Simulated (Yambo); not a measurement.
G0W0@LDA for Ba2MoCdO6 (space group Fm-3m, No. 225) in Yambo. Reference settings: 2×2×2 Γ-centred k mesh, bands 6 to 296 and a 8 Ry block in the screening, 296 bands in G with the Bruneval-Gonze terminator, plasmon pole fitted at 27.2 eV. The LDA gap L → X on this mesh is 2.24 eV; G0W0 gaps are taken between the same points.

```json
[
 {"change from the reference": "reference settings", "G0W0 gap L → X (eV)": "3.75", "shift of the valence edge (eV)": "-0.46"},
 {"change from the reference": "no terminator", "G0W0 gap L → X (eV)": "3.74", "shift of the valence edge (eV)": "-0.23"},
 {"change from the reference": "119 bands in W, 119 bands in G", "G0W0 gap L → X (eV)": "3.93", "shift of the valence edge (eV)": "-0.34"},
 {"change from the reference": "119 bands in G, no terminator", "G0W0 gap L → X (eV)": "[?]", "shift of the valence edge (eV)": "0.31"},
 {"change from the reference": "194 bands in W, 194 bands in G", "G0W0 gap L → X (eV)": "[?]", "shift of the valence edge (eV)": "-0.42"},
 {"change from the reference": "pole fitted at 40 eV", "G0W0 gap L → X (eV)": "3.77", "shift of the valence edge (eV)": "-0.51"},
 {"change from the reference": "3 Ry block", "G0W0 gap L → X (eV)": "3.82", "shift of the valence edge (eV)": "-0.40"},
 {"change from the reference": "194 bands in G, no terminator", "G0W0 gap L → X (eV)": "3.77", "shift of the valence edge (eV)": "-0.03"}
]
```

Task: Estimate the withheld gaps from the other rows; the computed values follow.

Result: 
- 119 bands in G, no terminator, G0W0 gap L → X (eV): 3.84
- 194 bands in W, 194 bands in G, G0W0 gap L → X (eV): 3.80

The reference isn't shown to be the converged limit. In the run with 296 bands and a 8 Ry block, which covers more k points, the smallest G0W0 gap is 3.67 eV, Γ → X.

Spin-orbit coupling is not included.

Geometry of the Materials Project entry, not relaxed at this level; primitive cell a = b = c = 5.9926 Å, α = β = γ = 60.00°.

The structure is a Materials Project entry; no match was found in the copy of COD used, and its stability was not checked.

A shift is the quasiparticle energy of the state minus its LDA energy.
